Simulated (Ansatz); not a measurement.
Recipe of this trial structure of CaZrSe3: perovskite family, tilts a0a0c- (I4/mcm, No. 140) (A site Ca; B site Zr; X site Se). The dimensions are guesses.

```cif
data_structure
_symmetry_space_group_name_H-M 'I4/mcm'
_symmetry_Int_Tables_number 140
_cell_length_a 7.4311
_cell_length_b 7.4311
_cell_length_c 10.5091
_cell_angle_alpha 90.000
_cell_angle_beta 90.000
_cell_angle_gamma 90.000
_cell_volume 580.32
loop_
_atom_site_label
_atom_site_type_symbol
_atom_site_symmetry_multiplicity
_atom_site_Wyckoff_symbol
_atom_site_fract_x
_atom_site_fract_y
_atom_site_fract_z
_atom_site_occupancy
Ca1 Ca 4 b 0.00000 0.50000 0.25000 1
Zr1 Zr 4 c 0.00000 0.00000 0.50000 1
Se1 Se 8 h 0.29189 0.79189 0.50000 1
Se2 Se 4 a 0.00000 0.00000 0.75000 1
```

These are results of Ansatz, DFT PBE, scalar-relativistic, plane waves, PAW, not measurements. Cutoff 420 eV, Gaussian smearing, Γ-centred meshes. Cell and atoms relax first on a coarse mesh and then on a converged one. In between, the cell is made exact in the group found at 0.06 Å. The steps can't lower the symmetry of their start. No spin polarisation.

A guess keeps its type if space group and coordination stay and the shape of the cell changes little (axis ratios within about 15 %, angles within 6°); the volume may change.

Problem. Does it keep its structure type, or change into something else?

Solution. It keeps its type. The symmetry stays I4/mcm (No. 140). The volume per atom shrinks by 8.4 %, from 29.0 to 26.6 Å³. The shortest distance stays 2.63 Å (Zr–Se). The ratio c/a of the conventional cell changes by a factor of 1.05. Counting neighbours within 15 % of an atom's shortest distance, the start has Ca 8, Se 2, Zr 6 and the end Ca 8, Se 2, Zr 6.

The last run used an 8×8×8 mesh for its 10-atom cell and Gaussian smearing of 0.02 eV. Symmetry constrained the relaxation, so the result can be a saddle point.
